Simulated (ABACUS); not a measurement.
Consider a self-consistent single point of a (001) slab of InSb (cut from a parent of space group no. 216; 4 atoms in the cell).

```
InSb
1.0
    4.69039     0.00000     0.00000
   -4.69039     4.69039     0.00000
    0.00000     0.00000    14.97490
In Sb
2 2
Direct
  0.00000   0.00000   0.66611
  0.00000   0.50000   0.44463
  0.50000   0.50000   0.55537
  0.50000   0.00000   0.33389
```

Level of theory: ABACUS with PBE, numerical atomic orbitals SZP (confined pseudo-atomic orbitals with Gaussian additions; energy shift 0.01 Ry), PseudoDojo 0.5 standard norm-conserving PBE (tails mended) pseudopotentials.

ABACUS settings:

```
setting                                                               value
---------------  ----------------------------------------------------------
basis                   SZP numerical atomic orbitals, energy shift 0.01 Ry
KPT                                                       Gamma 7 7 1 0 0 0
basis_type                                                             lcao
ecutwfc                                                              100 Ry
smearing_method                                                          fd
smearing_sigma                                                0.00734986 Ry
potentials       PseudoDojo 0.5 standard norm-conserving PBE (tails mended)
symmetry                                                                  1
ks_solver                                                           genelpa
scf_nmax                                                                100
scf_thr                                                             1.0e-07
mixing_type                                                         broyden
```

Results:

```
Quantity                                                 Result
------------------------------------------------  -------------
Number of valence electrons                                  56
Number of bands                                              38
Number of k-points after the program's reduction             16
Size of the basis                                            84
Number of SCF iterations                                     17
Free energy E − TS                                -8562.0413 eV
Fermi level (on the code's own zero)                    0.74 eV
Pressure averaged over the cell with its vacuum        0.11 GPa
Largest force (vector length)                        0.581 eV/Å
```

Forces (eV/Å):
```
atom     Fx     Fy      Fz
----  -----  -----  ------
In1   0.000  0.000   0.359
In2   0.000  0.000  -0.581
Sb3   0.000  0.000   0.095
Sb4   0.000  0.000   0.128
```

For comparison: a first run (DFT, LDA (PW92), numerical atomic orbitals SZP (confined pseudo-atomic orbitals with Gaussian additions; energy shift 0.01 Ry), PseudoDojo 0.4 standard norm-conserving LDA (tails mended) pseudopotentials) was changed to give this one (dft_functional: PWLDA → default; pseudopotentials: PseudoDojo 0.4 standard norm-conserving LDA (tails mended) → PseudoDojo 0.5 standard norm-conserving PBE (tails mended); basis_set: SZP numerical atomic orbitals, energy shift 0.01 Ry → SZP numerical atomic orbitals, energy shift 0.01 Ry), and from it to this one the largest force moves little (0.575 to 0.581 eV/Å).

The atom-centred basis is finite, which shifts total energies and forces against plane waves. No dipole correction was used; where the two faces of such a cut differ, images can couple through a dipole. A single-zeta basis is rough, for pressures and forces above all. The bare cut can leave dangling bonds, and the run has no spin polarisation, so a lower magnetic or reconstructed surface may exist. No clean gap shows at this smearing width and mesh (spacing up to 0.27 Å⁻¹); the mesh is coarse for partly filled bands, so the values carry mesh errors. Semi-local functionals can close small gaps.

Cost on one core: very roughly 70 core-seconds.

The atomic orbitals were generated for these runs; they are not ABACUS's published sets and were checked against plane waves on a few crystals only.

“Tails mended”: in these copies of the files the far tail of each local potential was reset to the Coulomb form.
